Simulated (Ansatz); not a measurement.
The start is a relaxed Pb cell displaced along its unstable phonon at q = (½, 0, 0) of its primitive reciprocal cell (18i cm⁻¹), largest move 0.15 Å. A full variable-cell relaxation at zero pressure is run with r2SCAN (plane waves to 500 eV, PAW, scalar-relativistic; Ansatz, an electronic-structure program). The first steps use a coarse 6×11×10 k-mesh.

Input geometry:
```
Pb
1.0
    3.38527    -5.86509     0.00000
    1.69264     2.93255     0.00000
    0.00000     0.00000     3.23189
Pb
2
Direct
  0.00000   0.00000   0.04641
  0.50000   0.00000   0.95359
```

```yaml
largest_initial_force: 0.05 eV/Å, on Pb1, Pb2 (atoms numbered as listed)
energy_released: 0.06 eV/atom
volume_change: -2.9 %, from 32.08 to 31.15 Å³/atom
relative_to_the_parent: "It does not go back: it reaches I4/mmm (No. 139), 0.05 eV/atom below the parent"
Shortest distances (start → end): "The closest pairs of elements (up to four, under 3.6 Å), start → end: Pb–Pb 3.23 → 3.51 Å"
optimiser_moves: 21
```

The end point of the relaxation:

Space group I4/mmm (No. 139); a = b = 3.570 Å, c = 4.889 Å, α = β = γ = 90.00°

| atom | site | symmetry | x | y | z |
|---|---|---|---|---|---|
| Pb | 2a | 4/mmm | 0.0000 | 0.0000 | 0.0000 |
(The calculation used a cell of 1 atom; values per cell refer to that cell.)

Final values are on a 18×18×18 k-mesh of the relaxed cell. No spin polarisation in the result.

The run could not lose the symmetry of its start, so the end can be a saddle point.

The relaxed structure here is a generated cell of Pb: the first start was made by placing the elements on the sites of a structure type, and the end was not matched to a known phase here, so it may be hypothetical. Known forms of Pb include space group No. 225.
